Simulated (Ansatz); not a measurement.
Ansatz input

```yaml
crystal:
  lattice:
    - [2.7657153566, 0.0, 0.0]
    - [-1.3828576783, 2.3951797584, 0.0]
    - [0.0, 0.0, 2.778274051]
  atoms:
    - { symbol: B, position: [1.0, 1.0, 0.0] }
    - { symbol: B, position: [0.3333333333, 0.6666666667, 0.5] }
    - { symbol: B, position: [0.6666666667, 0.3333333333, 0.5] }
hamiltonian:
  xc: blyp
  pseudopotentials:
    kind: paw
    azcp:
      B: "pseudopotentials/B.paw.azcp"
basis:
  ecutwfc: 420
  fft_grid_basis: typed
kpoints:
  mp_grid: { grid: [14, 14, 12], shift: [0, 0, 0] }
magnetization:
  spin_polarized: false
scf:
  occupations: { method: fermi_dirac, width: 0.1 }
  lower_state_search: "off"
output:
  stress: true
```

Terminal output

```
Engine: ansatz 0.2.0, aarch64-unknown-linux-gnu
Pseudopotentials: kind: paw
Pseudopotential: B, paw, valence charge 3, recommended cutoff 420 eV (normal) 
Functional definition: BLYP
  parameter beta = 0.0042
  parameter a = 0.04918
  parameter b = 0.132
  parameter c = 0.2533
  parameter d = 0.349
  exchange = b88_x(beta = beta)
  correlation = lyp_c(a = a, b = b, c = c, d = d)
Crystal: 3 atoms, lattice volume = 18.404 Å³
Basis set: ecut = 420 eV, 393 PW (Γ), exchange–correlation on 40×40×40 points (8 copies of the dense FFT grid, shifted against one another)
Bands: 9, of which v1, the nominal top of the filled ones, is band 5 counted from 1 (4 counted from 0)
Symmetry: 24 space group operations
Space group: P6/mmm (ITA 191), of the structure as read, at distance tolerance 2.6e-5 Å
k-points: 168 of 2352
Non-local potential: B, projectors of the file, l = 0: 2, l = 1: 2, l = 2: 1
PAW form: soft (Blöchl's): semilocal exchange-correlation on the pseudo side does not see the compensation charge
PAW frozen core: B, regenerated for the run's functional, and the local potential with it (the file was generated under x = pbe(κ = 0.804, μ = 0.2195149727645171), c = pbe(β = 0.06672455060314922))
PAW one-centre angular grid: B, 110 points (default); XC on 64 Gauss nodes
Initial density: superposition of atomic densities (neutral atoms: chi_scale 0, normalization atom), corrected by the library's trained network
Initial wavefunctions: pseudopotential atomic-orbital guess
Functional: x = b88, c = lyp
SCF iter   1: F=—  HF=-465.193028 eV  |F-HF|=—  |Δ(HF+E_count)|=         —  Δρ=1.70e-2  dr2=3.94e-2  ethr=1.77e-3  ⟨swp⟩=4.7  Hψ=9359  notcnv=0
SCF iter   2: F=—  HF=-465.187602 eV  |F-HF|=—  |Δ(HF+E_count)|=   5.43e-3  Δρ=1.08e-2  dr2=1.69e-2  ethr=4.38e-4  ⟨swp⟩=1.0  Hψ=2857  notcnv=0
SCF iter   3: F=—  HF=-465.184214 eV  |F-HF|=—  |Δ(HF+E_count)|=   3.39e-3  Δρ=7.02e-4  dr2=2.92e-5  ethr=1.88e-4  ⟨swp⟩=3.0  Hψ=2848  notcnv=0
SCF iter   4: F=—  HF=-465.184234 eV  |F-HF|=—  |Δ(HF+E_count)|=   2.00e-5  Δρ=1.21e-4  dr2=2.02e-6  ethr=3.24e-7  ⟨swp⟩=2.4  Hψ=2206  notcnv=0
iter 5 did not close the SCF: its close was put off for the readings that it lacked (scf_convergence_deferred on its scf_iter line)
SCF iter   5: F=-465.184235 eV  HF=-465.184235 eV  |F-HF|=6.10e-9  |Δ(HF+E_count)|=   8.95e-7  Δρ=9.47e-6  dr2=1.69e-8  ethr=2.24e-8  ⟨swp⟩=2.2  Hψ=2246  notcnv=0
SCF iter   6: F=-465.184235 eV  HF=-465.184235 eV  |F-HF|=9.31e-11  |Δ(HF+E_count)|=  8.85e-10  Δρ=1.09e-6  dr2=2.53e-10  ethr=1.88e-10  ⟨swp⟩=1.2  Hψ=4499  notcnv=0
SCF 1 converged in 6 iterations: F = -465.184235 eV  dr2 = 2.53e-10
SCF converged after 6 iterations
Free energy (F): -465.184235 eV
Harris-Foulkes:  -465.184235 eV  (|F-HF|=9.31e-11)
Internal energy: -465.170468 eV  (E = F + TS)
E sigma→0 (E₀):  -465.177352 eV
Entropy (-TS):   -0.013766 eV (-4.589 meV/atom)
Fermi energy:    13.122742 eV
--- Per-component energies (eV) ---
  E_band       = 52.172678
  E_kinetic    = 151.816701
  E_local      = -31.102712  (includes V_loc(G=0)·N_el)
  E_nonlocal   = 38.231155
  E_hartree    = 7.334075
  E_xc         = -94.702170
  E_vxc        = -112.350319  (∫ρ·V_xc dr)
  E_paw        = -240.351919  (= ΣΔE_a)
  E_vpaw       = -9.090228  (= ΣTr[D̂ρ^β])
  E_aug_tail   = -0.000013  (compensation charges beyond the density's cutoff)
  E_ewald      = -296.397880
  E_core_change = 0.002293  (= ΣΔE_core)
  E_smearing   = -0.013766  (= −TS)
  E_closure    = 0.000000  (closes the sum)
  Σ components = -465.184235   (vs F -465.184235, Δ=0.00e0)
--- Stress (GPa, compression-positive) ---
       39.067971      -0.000000       0.000000
       -0.000000      39.067971       0.000000
        0.000000       0.000000      18.606752
  P = ⅓ Tr σ = 32.2476 GPa (322.476 kbar)
```
